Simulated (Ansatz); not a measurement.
Input file for Ansatz (a first-principles code):

Ansatz 0.2 input:
```yaml
crystal:
  lattice:
    - [5.1680639583, 0.0, 0.0]
    - [0.0, 5.146139295, 0.0]
    - [-0.8930299289, 0.0, 5.1596152457]
  atoms:
    - { symbol: Sc, position: [0.6918405346, 0.4725128275, 0.287671754] }
    - { symbol: Sc, position: [0.3081594654, 0.5274871725, 0.712328246] }
    - { symbol: Sc, position: [0.3081594654, 0.9725128275, 0.212328246] }
    - { symbol: Sc, position: [0.6918405346, 0.0274871725, 0.787671754] }
    - { symbol: O, position: [0.5441459546, 0.7462139589, 0.0123283606] }
    - { symbol: O, position: [0.4558540454, 0.2537860411, 0.9876716394] }
    - { symbol: O, position: [0.4558540454, 0.2462139589, 0.4876716394] }
    - { symbol: O, position: [0.5441459546, 0.7537860411, 0.5123283606] }
    - { symbol: F, position: [0.9424253098, 0.3273293089, 0.6594204632] }
    - { symbol: F, position: [0.0575746902, 0.6726706911, 0.3405795368] }
    - { symbol: F, position: [0.0575746902, 0.8273293089, 0.8405795368] }
    - { symbol: F, position: [0.9424253098, 0.1726706911, 0.1594204632] }
kpoints:
  mp_grid: { grid: [6, 6, 6] }
hamiltonian:
  xc: r2scan
  pseudopotentials: { kind: paw }
scf:
  occupations: { method: fixed }
phonons:
  method: dfpt
  response_accuracy: low
  eigenvectors: true
  rigid_motions: translations
  dielectric: true
```

Output (shortened):

```
Pseudopotential: Sc, paw, valence charge 11
Pseudopotential: O, paw, valence charge 6
Pseudopotential: F, paw, valence charge 7
Functional definition: r2SCAN
Crystal: 12 atoms, lattice volume = 137.223 Å³
Basis set: ecut = 500 eV, 3521 PW (Γ), exchange–correlation on 320×320×320 points (512 copies of the dense FFT grid, shifted against one another)
Bands: 60, of which v1, the nominal top of the filled ones, is band 48 counted from 1 (47 counted from 0)
Symmetry: 4 space group operations
k-points: 112 of 216 (irreducible under 1 space group operation, time reversal used)
SCF iter   1: F=—  HF=-14102.484974 eV  |F-HF|=—  |Δ(HF+E_count)|=         —  Δρ=1.57e-2  dr2=3.60e-1  dr2_τ=5.10e-1  ethr=1.77e-3  ⟨swp⟩=3.1  Hψ=21846  notcnv=0  defer=772
preconditioner: auto → Resta (q_TF=auto, 2.571 Å⁻¹)
SCF iter   2: F=—  HF=-14102.720610 eV  |F-HF|=—  |Δ(HF+E_count)|=   2.36e-1  Δρ=6.25e-3  dr2=2.31e-2  dr2_τ=1.06e-2  ethr=3.75e-4  ⟨swp⟩=2.5  Hψ=11398  notcnv=0  defer=944
SCF iter   3: F=—  HF=-14102.718210 eV  |F-HF|=—  |Δ(HF+E_count)|=   2.40e-3  Δρ=2.68e-3  dr2=5.78e-3  dr2_τ=7.23e-4  ethr=2.41e-5  ⟨swp⟩=2.0  Hψ=9437  notcnv=0  defer=1120
SCF iter   4: F=—  HF=-14102.717661 eV  |F-HF|=—  |Δ(HF+E_count)|=   5.49e-4  Δρ=6.40e-4  dr2=4.73e-4  dr2_τ=9.01e-5  ethr=6.02e-6  ⟨swp⟩=3.0  Hψ=11011  notcnv=0  defer=1120
SCF iter   5: F=—  HF=-14102.717663 eV  |F-HF|=—  |Δ(HF+E_count)|=   2.09e-6  Δρ=3.00e-4  dr2=7.95e-5  dr2_τ=1.17e-5  ethr=4.93e-7  ⟨swp⟩=2.0  Hψ=9765  notcnv=0  defer=1120
SCF iter   6: F=—  HF=-14102.717655 eV  |F-HF|=—  |Δ(HF+E_count)|=   8.57e-6  Δρ=6.20e-5  dr2=5.90e-6  dr2_τ=4.59e-7  ethr=8.28e-8  ⟨swp⟩=2.0  Hψ=9655  notcnv=0  defer=763
SCF iter   7: F=—  HF=-14102.717655 eV  |F-HF|=—  |Δ(HF+E_count)|=   3.44e-7  Δρ=2.16e-5  dr2=6.96e-7  dr2_τ=4.55e-8  ethr=6.14e-9  ⟨swp⟩=2.1  Hψ=10401  notcnv=0  defer=661
SCF iter   8: F=—  HF=-14102.717655 eV  |F-HF|=—  |Δ(HF+E_count)|=   1.32e-8  Δρ=4.68e-6  dr2=3.06e-8  dr2_τ=2.33e-9  ethr=7.24e-10  ⟨swp⟩=2.0  Hψ=9215  notcnv=0  defer=659
SCF iter  10: F=-14102.717655 eV  HF=-14102.717655 eV  |F-HF|=5.46e-12  |Δ(HF+E_count)|=  1.06e-10  Δρ=1.55e-7  dr2=3.41e-11  dr2_τ=1.76e-12  ethr=1.00e-12  ⟨swp⟩=11.9  Hψ=41368  notcnv=0
SCF 1 converged in 10 iterations: F = -14102.717655 eV  dr2 = 3.41e-11
NSCF: frozen V_eff on 2 k-points
DFPT response loops at Γ: preconditioner auto → none (the input reference at scf.mixing.eps_inf says where Resta's filter doesn't serve); β = 0.50 …
SCF converged after 10 iterations
Free energy (F): -14102.717655 eV
Harris-Foulkes:  -14102.717655 eV  (|F-HF|=5.46e-12)
Internal energy: -14102.717655 eV  (E = F + TS)
E sigma→0 (E₀):  -14102.717655 eV
Fermi energy:    7.060795 eV
--- Per-component energies (eV) ---
  E_band       = -808.638235
  E_kinetic    = 2599.169739
  E_local      = -6571.896510  (includes V_loc(G=0)·N_el)
  E_nonlocal   = 787.479872
  E_hartree    = 2325.932980
  E_xc         = -1024.827570
  E_vxc        = -1472.823064  (∫ρ·V_xc dr)
  E_paw        = -5302.594638  (= ΣΔE_a)
  E_vpaw       = -901.678071  (= ΣTr[D̂ρ^β])
  E_aug_tail   = 0.008290  (compensation charges beyond the density's cutoff)
  E_vtau       = 99.235691  (kinetic-family band-sum trace: ∫τ·v_τ [+ j·A + Jᵃ·Aᵃ] dr)
  E_ewald      = -6914.782522
  E_core_change = -1.207297  (= ΣΔE_core)
  E_smearing   =  0.000000  (= −TS)
  E_closure    =  0.000000  (closes the sum)
  Σ components = -14102.717655   (vs F -14102.717655, Δ=0.00e0)
  [band-id]    e_kinetic+e_local+e_nonlocal+2·e_hartree+e_vxc+e_vpaw+e_augmentation_tail+e_vtau = -808.638092   (vs E_band -808.638235, Δ=1.43e-4)
--- Band table (eV; the first three rows and the last of 112) ---
  k-point 0: bands = ["-42.0655", "-42.0170", "-42.0162", "-42.0025", "-20.2174", "-20.1549", "-20.1019", "-19.8467", "-19.7995", "-19.7543", "-19.7027", "-19.6442", "-19.6316", "-19.6071", "-19.5601", "-19.5597", "-16.1814", "-15.9151", "-15.8597", …
  k-point 1: bands = ["-42.0623", "-42.0211", "-42.0145", "-42.0033", "-20.1956", "-20.1335", "-20.0732", "-19.8867", "-19.8160", "-19.7436", "-19.7105", "-19.6422", "-19.6267", "-19.6131", "-19.5913", "-19.5628", "-16.1534", "-15.9068", "-15.8869", …
  k-point 2: bands = ["-42.0537", "-42.0299", "-42.0119", "-42.0056", "-20.1343", "-20.0765", "-20.0074", "-19.9407", "-19.8926", "-19.7201", "-19.7186", "-19.7117", "-19.6392", "-19.6210", "-19.5917", "-19.5711", "-16.0848", "-15.9384", "-15.8841", …
  k-point 111: bands = ["-42.0259", "-42.0259", "-42.0246", "-42.0246", "-20.1495", "-20.1495", "-20.1099", "-20.1099", "-19.6784", "-19.6784", "-19.6382", "-19.6382", "-19.6276", "-19.6276", "-19.6014", "-19.6014", "-15.9801", "-15.9801", "-15.8952", …
--- Phonons (Γ-DFPT): 9 representative perturbations + reference, on 112 of 216 k-points (Σ response iterations 70) ---
  ASR residual: 5.693e-4 → 0.000e0 eV/Å²; symmetrization residual: 1.749e-4 eV/Å²
  ASR residual per site (eV/Å²): 5.69e-4 5.69e-4 5.69e-4 5.69e-4 4.53e-4 4.53e-4 4.53e-4 4.53e-4 3.48e-4 3.48e-4 3.48e-4 3.48e-4
  Γ frequencies (cm⁻¹): 0.00 0.00 0.00 87.82 158.57 173.73 217.41 237.74 240.18 241.05 262.45 263.26 265.73 270.47 272.72 303.90 311.94 312.68 320.06 320.52 331.46 358.69 378.09 390.51 412.87 420.96 429.05 432.44 451.84 454.53 461.09 561.98 566.88 584.06 675.09 676.83
  ε∞ (high-frequency dielectric tensor):
        3.100596     0.000000    -0.079038
        0.000000     3.757320     0.000000
       -0.079039     0.000000     3.670291
  ε⁰ (static dielectric tensor: ions relaxed, cell fixed):
        8.607378     0.000000    -0.649251
        0.000000    14.470320     0.000000
       -0.649252     0.000000    13.687360
  ε⁰ − ε∞ (ionic part):
        5.506782     0.000000    -0.570213
        0.000000    10.713000     0.000000
       -0.570213     0.000000    10.017070
  softest optical mode at Γ: 87.82 cm⁻¹; the repairs (sum rule, projections) moved no ω² at Γ by more than (11.00 cm⁻¹)²
  Born effective charges Z* (e; rows j = field, columns β = displacement):
    site 0:
         3.22944   -0.09797   -0.05537
         0.05050    3.97157    0.01263
        -0.06752    0.08528    3.77258
    site 1:
         3.22944   -0.09797   -0.05537
         0.05050    3.97157    0.01263
        -0.06752    0.08528    3.77258
    site 2:
         3.22944    0.09797   -0.05537
        -0.05050    3.97157   -0.01263
        -0.06752   -0.08528    3.77258
    site 3:
         3.22944    0.09797   -0.05537
        -0.05050    3.97157   -0.01263
        -0.06752   -0.08528    3.77258
    site 4:
        -1.49994   -0.00902    0.22012
         0.06229   -2.75386    0.17052
         0.21521    0.31992   -2.67209
    site 5:
        -1.49994   -0.00902    0.22012
         0.06229   -2.75386    0.17052
         0.21521    0.31992   -2.67209
    site 6:
        -1.49994    0.00902    0.22012
        -0.06229   -2.75386   -0.17052
         0.21521   -0.31992   -2.67209
    site 7:
        -1.49994    0.00902    0.22012
        -0.06229   -2.75386   -0.17052
         0.21521   -0.31992   -2.67209
    site 8:
        -1.72951   -0.47303   -0.16475
        -0.46817   -1.21771    0.24560
        -0.14769    0.23431   -1.10049
    site 9:
        -1.72951   -0.47303   -0.16475
        -0.46817   -1.21771    0.24560
        -0.14769    0.23431   -1.10049
    site 10:
        -1.72951    0.47303   -0.16475
         0.46817   -1.21771   -0.24560
        -0.14769   -0.23431   -1.10049
    site 11:
        -1.72951    0.47303   -0.16475
         0.46817   -1.21771   -0.24560
        -0.14769   -0.23431   -1.10049
  Z* charge neutrality: 7.381e-5 e pre-enforcement
  k-mesh period / interband length: 30.9 Å / 1.14 Å = 27.08 at k = (0.0000, 0.0000, 0.0000), direct gap 5.311 eV — 14 or more, which is no proof of convergence
  optical modes at Γ without the LO–TO term, one row a degenerate level:
      ω (cm⁻¹)  modes    IR ((D/Å)²/amu)
         87.82      1             0.0000
        158.57      1             4.3330
        173.73      1             3.9446
        217.41      1             0.0000
        237.74      1             0.0000
        240.18      1             0.0000
        241.05      1             1.6032
        262.45      1             0.0000
        263.26      1             0.0000
        265.73      1             7.8369
        270.47      1             2.6274
        272.72      1             0.0000
        303.90      1             1.4409
        311.94      1             4.5746
        312.68      1             0.0000
        320.06      1             0.0000
        320.52      1             0.4097
        331.46      1             0.0000
        358.69      1             0.0000
        378.09      1            38.5130
        390.51      1            68.7697
        412.87      1            55.8630
        420.96      1             0.0000
        429.05      1             0.0000
        432.44      1             3.5357
        451.84      1             0.0000
        454.53      1             0.0000
        461.09      1            11.6784
        561.98      1             5.1778
        566.88      1             0.0000
        584.06      1             0.0000
        675.09      1             2.5470
        676.83      1             0.0000
  optical modes at Γ + LO–TO along q̂ = [1.0000, 0.0000, 0.0000]:
      ω (cm⁻¹)  modes    IR ((D/Å)²/amu)
         87.82      1             0.0000
        160.08      1             4.1502
        173.73      1             3.9446
        217.41      1             0.0000
        237.74      1             0.0000
        240.18      1             0.0000
        241.05      1             1.6032
        262.45      1             0.0000
        263.26      1             0.0000
        270.47      1             2.6274
        272.52      1             5.4707
        272.72      1             0.0000
        303.90      1             1.4409
        312.03      1             4.8050
        312.68      1             0.0000
        320.06      1             0.0000
        320.52      1             0.4097
        331.46      1             0.0000
        358.69      1             0.0000
        390.51      1            68.7697
        412.65      1            55.7461
        420.96      1             0.0000
        429.05      1             0.0000
        432.44      1             3.5357
        447.74      1             5.5587
        451.84      1             0.0000
        454.53      1             0.0000
        534.88      1             7.6668
        566.88      1             0.0000
        584.06      1             0.0000
        658.52      1            44.5793
        675.09      1             2.5470
        676.83      1             0.0000
  optical modes at Γ + LO–TO along q̂ = [0.0000, 1.0000, 0.0000]:
      ω (cm⁻¹)  modes    IR ((D/Å)²/amu)
         87.82      1             0.0000
        158.57      1             4.3330
        184.56      1             0.2150
        217.41      1             0.0000
        237.74      1             0.0000
        240.18      1             0.0000
        243.99      1             0.0711
        262.45      1             0.0000
        263.26      1             0.0000
        265.73      1             7.8369
        272.72      1             0.0000
        274.87      1             0.1213
        305.77      1             0.0515
        311.94      1             4.5746
        312.68      1             0.0000
        320.06      1             0.0000
        320.99      1             0.0127
        331.46      1             0.0000
        358.69      1             0.0000
        378.09      1            38.5130
        412.87      1            55.8630
        420.96      1             0.0000
        429.05      1             0.0000
        430.32      1             0.0520
        451.84      1             0.0000
        454.53      1             0.0000
        461.09      1            11.6784
        561.98      1             5.1778
        566.88      1             0.0000
        584.06      1             0.0000
        644.62      1            21.5146
        676.83      1             0.0000
        732.47      1            62.8401
  optical modes at Γ + LO–TO along q̂ = [0.0000, 0.0000, 1.0000]:
      ω (cm⁻¹)  modes    IR ((D/Å)²/amu)
         87.82      1             0.0000
        172.58      1             0.6731
        173.73      1             3.9446
        217.41      1             0.0000
        237.74      1             0.0000
        240.18      1             0.0000
        241.05      1             1.6032
        262.45      1             0.0000
        263.26      1             0.0000
        270.47      1             2.6274
        272.72      1             0.0000
        274.70      1             3.3480
        303.90      1             1.4409
        312.68      1             0.0000
        319.59      1             0.9317
        320.06      1             0.0000
        320.52      1             0.4097
        331.46      1             0.0000
        358.69      1             0.0000
        378.88      1            36.3715
        390.51      1            68.7697
        420.96      1             0.0000
        429.05      1             0.0000
        432.44      1             3.5357
        451.84      1             0.0000
        454.53      1             0.0000
        456.01      1             4.7640
        559.65      1             5.6130
        566.88      1             0.0000
        584.06      1             0.0000
        675.09      1             2.5470
        676.83      1             0.0000
        700.84      1            76.2755
```

Cost: around 60 core-minutes (rough) on shared cores.

Space group P2_1/c. The first step of the workflow began from a Materials Project structure, measured or hypothetical; the Crystallography Open Database copy checked does not list it. Its standing as an ambient phase is unchecked. The cell was relaxed with r²SCAN under the symmetry of its start; of distortions, only those at the zone centre were tested. The run is not spin-polarised.

Potentials: the later of the program's two PAW sets.

Ansatz is a plane-wave DFT program.
